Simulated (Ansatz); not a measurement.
Computed with DFT PBE, scalar-relativistic, plane waves, PAW in Ansatz. Settings of the last relaxation (6-atom cell): 420 eV, 10×10×10 k points, Gaussian smearing of 0.02 eV, no spin polarisation.

Energies over the elements count from the elements' standard structures at the same level, with no fitted energy shifts. The references include black phosphorus.

**Question.** Propose a candidate for a tetragonal semiconductor with formula Al₂GaP₃, with a gap near 1.6 eV, a formation energy near −0.56 eV/atom and about 21 Å³ per atom, in a cell of 6 atoms.

**Answer.** Al₂GaP₃, space group I-4m2 (No. 119). Al has 4 P at 2.38 Å; Ga is surrounded by 4 P at 2.39 Å; P on a site of symmetry 2mm has 2 Al at 2.38 Å and 2 Ga at 2.39 Å; P on a site of symmetry -4m2 has 4 Al at 2.38 Å.

```
CELL_PARAMETERS angstrom
-1.94752 1.94752 8.25717
1.94752 -1.94752 8.25717
1.94752 1.94752 -8.25717
ATOMIC_POSITIONS crystal
Al 0.83332 0.83332 0.00000
Al 0.16668 0.16668 0.00000
Ga 0.50000 0.50000 0.00000
P 0.58370 0.08370 0.50000
P 0.25000 0.75000 0.50000
P 0.91630 0.41630 0.50000
```

The volume per atom is 20.88 Å³. The density is 2.87 g/cm³, the energy over the elements is −0.564 eV/atom and the gap on the 10×10×10 mesh of the 6-atom cell is 1.64 eV.

The structure comes from a generated guess, relaxed at this level; another structure or a mixture of phases may lie lower. The answer needn't be unique; the calculation gave this one.

Kohn–Sham gaps at this level usually fall short of measured ones. The reference form of P is held partly by dispersion forces, which this level lacks. A later test with randomly moved atoms came back to the same energy, though modes that don't fit the test's cell weren't probed.
